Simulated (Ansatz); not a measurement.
BaZrO₃:
```xyz
5
Lattice="4.2050 0.0000 0.0000 0.0000 4.2050 0.0000 0.0000 0.0000 4.2050" Properties=species:S:1:pos:R:3 pbc="T T T"
O      0.0000     2.1025     2.1025
O      2.1025     0.0000     2.1025
O      2.1025     2.1025     0.0000
Ba     0.0000     0.0000     0.0000
Zr     2.1025     2.1025     2.1025
```

DFT-r²SCAN in the program Ansatz with PAW potentials gives a gap of 3.73 eV without spin–orbit coupling, maximum at R, minimum at Γ.

Q: What happens when spin–orbit coupling is switched on?

A: The gap drops by 0.03 eV, to 3.70 eV; maximum at R, minimum at Γ.

Q: Give the electron effective mass with spin–orbit coupling, band 1 of 2 at the edge.

A: 0.87 along [100], 0.65 along [110], 0.54 along [111] (mₑ).

Q: Give the electron effective mass with spin–orbit coupling, band 2 of 2 at the edge.

A: 0.37 along [100], 0.43 along [110], 0.49 along [111] (mₑ).

Space group Pm-3m (cubic perovskite). The cell was relaxed with r²SCAN under the symmetry of its start; phonons on a q-mesh show weakly imaginary modes. The run is not spin-polarised.

Potentials: the later of the program's two PAW sets.
